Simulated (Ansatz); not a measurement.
ZnO (wurtzite)

```
CELL_PARAMETERS angstrom
      3.23524     0.00000     0.00000
     -1.61762     2.80180     0.00000
      0.00000     0.00000     5.21128
ATOMIC_POSITIONS crystal
  Zn 0.66667 0.33333 0.00243
  Zn 0.33333 0.66667 0.50243
  O  0.66667 0.33333 0.62277
  O  0.33333 0.66667 0.12277
```

The volume is varied about the relaxed value V₀ at fixed cell shape. The atoms relax within the cell's symmetry.

These are r2SCAN (plane waves to 500 eV, PAW, scalar-relativistic; Ansatz, a quantum-chemistry and plane-wave program) values and carry that method's errors. k mesh 12×12×7 (Γ-centred), Fermi-Dirac smearing 0.05 eV. E stands for the smeared free energy. Compression counts positive. With the shape held, the modulus is that of even scaling; a crystal free to change shape is softer. The PAW data are Ansatz's earlier set. ZnO was relaxed with its symmetry unable to fall. ΔE is measured from the relaxed starting cell.

```
V (Å³/atom)  ΔE (meV/atom)
-----------  -------------
9.920                192.9
10.235               126.7
10.550                76.8
10.865            withheld
11.180                17.3
11.494                 4.1
11.809                 0.0
12.124                 3.7
12.439                14.2
12.754                30.6
13.069                52.1
13.384                78.0
13.699               107.7
```

Fit a third-order Birch-Murnaghan form (E₀, V₀, B₀, B₀′ free) to the given rows and predict ΔE at V = 10.865.

Least squares on the 12 given rows: ΔE = E₀ + (9V₀B₀/16)·y²·[2 + (B₀′ − 4)y], y = (V₀/V)^(2/3) − 1, with V₀ = 11.810 Å³/atom, B₀ = 149.3 GPa (160.2 GPa = 1 eV/Å³; the term in eV is multiplied by 1000), B₀′ = 4.40, E₀ = 0.00 meV/atom; root-mean-square residual 0.05 meV/atom. At 10.865 the fit gives 40.9 meV/atom; the calculation gives 40.9 meV/atom, the same to the digits shown. For the pressure the fit gives 15.0 GPa against the computed 15.0 GPa.

(A scan under strain: stresses follow from slopes of the energy per volume, elastic moduli from its curvatures.)
